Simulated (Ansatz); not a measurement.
La$_{2}$O$_{3}$:
```cif
data_La2O3
_chemical_formula_sum 'La2 O3'
_space_group_name_H-M_alt 'P-3m1'
_space_group_IT_number 164
_space_group_name_Hall '-P 3 2"'
_cell_length_a 3.93521
_cell_length_b 3.93521
_cell_length_c 6.12641
_cell_angle_alpha 90.000
_cell_angle_beta 90.000
_cell_angle_gamma 120.000
loop_
_atom_site_label
_atom_site_type_symbol
_atom_site_symmetry_multiplicity
_atom_site_Wyckoff_symbol
_atom_site_fract_x
_atom_site_fract_y
_atom_site_fract_z
_atom_site_occupancy
La1 La 2 d 0.33333 0.66667 0.24613 1
O1 O 1 a 0.00000 0.00000 0.00000 1
O2 O 2 d 0.66667 0.33333 0.35388 1
```

Relaxed with r²SCAN. r²SCAN in the plane-wave PAW code Ansatz gives a gap of 4.23 eV.

Question: What gap does HSE06 give on the same cell (Ansatz, PAW)?

Answer: 5.29 eV, 1.06 eV more. The hybrid was solved on a coarser mesh and at special points; its gap is the smallest among all of these.

```
k  v1 r²SCAN  c1 r²SCAN  v1 HSE06  c1 HSE06
-  ---------  ---------  --------  --------
Γ      -0.12       4.75         ?         ?
A      -0.29       5.18     -0.30      6.62
K      -0.12       4.23     -0.13      5.29
H      -0.24       4.64         ?         ?
M      -0.30       4.28         ?         ?
L       0.00       4.89         ?         ?
```

Question: Top valence (v1) and lowest conduction level (c1) in eV from each method's valence maximum (which need not be a listed point): supply the withheld HSE06 values.

Answer: 
- Γ, v1 HSE06: -0.09
- Γ, c1 HSE06: 6.06
- L, v1 HSE06: 0.00
- L, c1 HSE06: 6.23
- H, v1 HSE06: -0.24
- H, c1 HSE06: 5.87
- M, v1 HSE06: -0.32
- M, c1 HSE06: 5.37

Cost on shared cores: the r²SCAN run (SCF on a 8×8×5 mesh, then bands and DOS) about 60 core-seconds (a rough figure), the HSE06 run (SCF on 5×5×3, then a few points) about 2.7 core-minutes (a rough figure); the tasks are unlike.

The r²SCAN relaxation kept the symmetry of its start; phonons on a q-mesh show no instability. Scalar-relativistic: spin–orbit coupling is off unless named, which matters more the heavier the elements.

Potentials: the later of the program's two PAW sets.
